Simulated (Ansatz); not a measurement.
## Density of states of H2Pt

```cif
data_structure
_symmetry_space_group_name_H-M 'P-3m1'
_symmetry_Int_Tables_number 164
_cell_length_a 2.8875
_cell_length_b 2.8875
_cell_length_c 4.6889
_cell_angle_alpha 90.000
_cell_angle_beta 90.000
_cell_angle_gamma 120.000
_cell_volume 33.86
loop_
_atom_site_label
_atom_site_type_symbol
_atom_site_symmetry_multiplicity
_atom_site_Wyckoff_symbol
_atom_site_fract_x
_atom_site_fract_y
_atom_site_fract_z
_atom_site_occupancy
Pt1 Pt 1 a 0.00000 0.00000 0.00000 1
H1 H 2 d 0.33333 0.66667 0.17888 1
```

The runs use the primitive cell with vectors (2.887, 0.000, 0.000), (-1.444, 2.501, 0.000), (0.000, 0.000, 4.689) Å, to which the k mesh refers.

The cell was built from the CdI2 type and relaxed in the same program, and has space group P-3m1; it needn't be a known or the stable phase.

Spin–orbit coupling is left out, though it moves levels of the heavy atoms by tenths of an eV or more.

Theory: Ansatz 0.2.0, DFT, PBE, all-electron LAPW, scalar-relativistic.

Settings: a Γ-centred 14×14×8 k mesh, Fermi–Dirac smearing of 0.05 eV, basis error target 0.5 meV/atom, no spin polarisation.

States per eV and cell, averaged over 0.6 eV, from -10.0 to 5.4 eV, with energies (bin centres) from the Fermi level; empty bins are left out. The partial columns, the largest 3 alone, are projections on Löwdin-orthogonalised atomic shells (those that the program's projection atoms carry: the occupied ones and, for some elements, an empty d or f shell; other empty shells have no column), summed over atoms of an element. Weights on diffuse s and p shells depend on that basis and aren't pure angular character.

```json
{"E (eV)": "-9.8", "total": "0.28", "Pt 5d": "0.03", "H 1s": "0.12", "Pt 6s": "0.11"}
{"E (eV)": "-9.2", "total": "0.35", "Pt 5d": "0.05", "H 1s": "0.16", "Pt 6s": "0.12"}
{"E (eV)": "-8.6", "total": "1.26", "Pt 5d": "0.60", "H 1s": "0.46", "Pt 6s": "0.18"}
{"E (eV)": "-8.0", "total": "0.83", "Pt 5d": "0.43", "H 1s": "0.31", "Pt 6s": "0.07"}
{"E (eV)": "-7.4", "total": "0.47", "Pt 5d": "0.28", "H 1s": "0.18", "Pt 6s": "0.01"}
{"E (eV)": "-6.8", "total": "1.51", "Pt 5d": "0.70", "H 1s": "0.70", "Pt 6s": "0.08"}
{"E (eV)": "-6.2", "total": "0.91", "Pt 5d": "0.36", "H 1s": "0.48", "Pt 6s": "0.04"}
{"E (eV)": "-5.6", "total": "0.58", "Pt 5d": "0.22", "H 1s": "0.33", "Pt 6s": "0.02"}
{"E (eV)": "-5.0", "total": "0.64", "Pt 5d": "0.45", "H 1s": "0.18", "Pt 6s": "0.01"}
{"E (eV)": "-4.4", "total": "1.99", "Pt 5d": "1.87", "H 1s": "0.10", "Pt 6s": "0.01"}
{"E (eV)": "-3.8", "total": "1.18", "Pt 5d": "1.08", "H 1s": "0.08", "Pt 6s": "0.01"}
{"E (eV)": "-3.2", "total": "1.83", "Pt 5d": "1.70", "H 1s": "0.07", "Pt 6s": "0.05"}
{"E (eV)": "-2.6", "total": "3.71", "Pt 5d": "3.53", "H 1s": "0.05", "Pt 6s": "0.12"}
{"E (eV)": "-2.0", "total": "2.06", "Pt 5d": "1.99", "H 1s": "0.01", "Pt 6s": "0.05"}
{"E (eV)": "-1.4", "total": "0.65", "Pt 5d": "0.60", "H 1s": "0.04", "Pt 6s": "0.00"}
{"E (eV)": "-0.8", "total": "0.86", "Pt 5d": "0.73", "H 1s": "0.11", "Pt 6s": "0.01"}
{"E (eV)": "-0.2", "total": "0.57", "Pt 5d": "0.39", "H 1s": "0.15", "Pt 6s": "0.01"}
{"E (eV)": "0.4", "total": "0.47", "Pt 5d": "0.25", "H 1s": "0.18", "Pt 6s": "0.01"}
{"E (eV)": "1.0", "total": "0.41", "Pt 5d": "0.17", "H 1s": "0.18", "Pt 6s": "0.01"}
{"E (eV)": "1.6", "total": "0.41", "Pt 5d": "0.14", "H 1s": "0.20", "Pt 6s": "0.01"}
{"E (eV)": "2.2", "total": "0.51", "Pt 5d": "0.14", "H 1s": "0.21", "Pt 6s": "0.09"}
{"E (eV)": "2.8", "total": "1.29", "Pt 5d": "0.32", "H 1s": "0.35", "Pt 6s": "0.51"}
{"E (eV)": "3.4", "total": "0.33", "Pt 5d": "0.08", "H 1s": "0.14", "Pt 6s": "0.08"}
{"E (eV)": "4.0", "total": "0.21", "Pt 5d": "0.04", "H 1s": "0.07", "Pt 6s": "0.04"}
{"E (eV)": "4.6", "total": "0.54", "Pt 5d": "0.04", "H 1s": "0.11", "Pt 6s": "0.15"}
{"E (eV)": "5.2", "total": "0.56", "Pt 5d": "0.03", "H 1s": "0.09", "Pt 6s": "0.17"}
```

Task: Which of the resolved shells contributes most within 0.3 eV of the Fermi level?

Result: Pt 5d, with 62 % of all states there; H 1s follows with 31 %.

Task: Where is the centre of the filled Pt 5d states between -14 eV and the top of the filled states?

Result: -3.65 eV from the Fermi level.
